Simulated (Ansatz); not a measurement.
CdSiP2:
```yaml
crystal:
  lattice:
    - [-2.82206, 2.82206, 5.24987]
    - [2.82206, -2.82206, 5.24987]
    - [2.82206, 2.82206, -5.24987]
  atoms:
    - { symbol: Cd, position: [0.75000, 0.25000, 0.50000] }
    - { symbol: Cd, position: [0.00000, 0.00000, 0.00000] }
    - { symbol: Si, position: [0.25000, 0.75000, 0.50000] }
    - { symbol: Si, position: [0.50000, 0.50000, 0.00000] }
    - { symbol: P, position: [0.16768, 0.12500, 0.54268] }
    - { symbol: P, position: [0.58232, 0.62500, 0.45732] }
    - { symbol: P, position: [0.37500, 0.83232, 0.95732] }
    - { symbol: P, position: [0.87500, 0.41768, 0.04268] }
```

Tensor components refer to the Cartesian frame of this cell.

Give the high-frequency dielectric tensor and the Born effective charge tensors of the independent atoms from DFPT, the program Ansatz at the PBEsol level (PAW).


ε∞:
```
11.2  0.00  0.00
0.00  11.2  0.00
0.00  0.00  10.9
```
Z* of atom 1 (Cd), rows: field, columns: displacement, in e:
```
 2.05  -0.04   0.00
 0.04   2.05   0.00
 0.00   0.00   1.59
```
Z* of atom 3 (Si), rows: field, columns: displacement, in e:
```
 2.23  -0.09   0.00
 0.09   2.23   0.00
 0.00   0.00   2.49
```
Z* of atom 5 (P), rows: field, columns: displacement, in e:
```
-2.20   0.00  -0.39
 0.00  -2.08   0.00
-0.28   0.00  -2.04
```

Space group I-42d (chalcopyrite). The PBEsol relaxation kept the symmetry of its start. Scalar-relativistic: spin–orbit coupling is off unless named, which matters more the heavier the elements.

Potentials: the later of the program's two PAW sets.
